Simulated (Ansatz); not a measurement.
Input:

TiSi:
```cif
data_Si4Ti4
_chemical_formula_sum 'Ti4 Si4'
_space_group_name_H-M_alt 'P 1'
_space_group_IT_number 1
_cell_length_a 6.45388
_cell_length_b 3.62092
_cell_length_c 4.96428
_cell_angle_alpha 90.000
_cell_angle_beta 90.000
_cell_angle_gamma 90.000
loop_
_space_group_symop_operation_xyz
  'x, y, z'
loop_
_atom_site_label
_atom_site_type_symbol
_atom_site_fract_x
_atom_site_fract_y
_atom_site_fract_z
_atom_site_occupancy
Ti1 Ti 0.67604 0.25000 0.37068 1
Ti2 Ti 0.32396 0.75000 0.62932 1
Ti3 Ti 0.82396 0.75000 0.87068 1
Ti4 Ti 0.17604 0.25000 0.12932 1
Si1 Si 0.54421 0.25000 0.85354 1
Si2 Si 0.45579 0.75000 0.14646 1
Si3 Si 0.95579 0.75000 0.35354 1
Si4 Si 0.04421 0.25000 0.64646 1
```

This is the PBEsol-relaxed structure.

Task: All from PBEsol in the plane-wave PAW code Ansatz, unless another level is named. Predict the electronic character.

Result: metallic (no gap).

Task: Predict the density of states at the Fermi level.

Result: 0.23 states/eV per atom (mean over ±0.08 eV).

Task: What about the formation energy from the elements (no fitted shifts)?

Result: -848 meV/atom.

Space group Pnma. The first step of the workflow began from a Materials Project structure, measured or hypothetical; the Crystallography Open Database copy checked does not list it. COD files the formula under space group No. 25, so this cell is another polymorph or a model. Its standing as an ambient phase is unchecked. The cell was relaxed with PBEsol under the symmetry of its start; of distortions, only those at the zone centre were tested. The run is not spin-polarised. The references are the lowest solids computed at this level, not always the standard phases.

Potentials: the later of the program's two PAW sets.
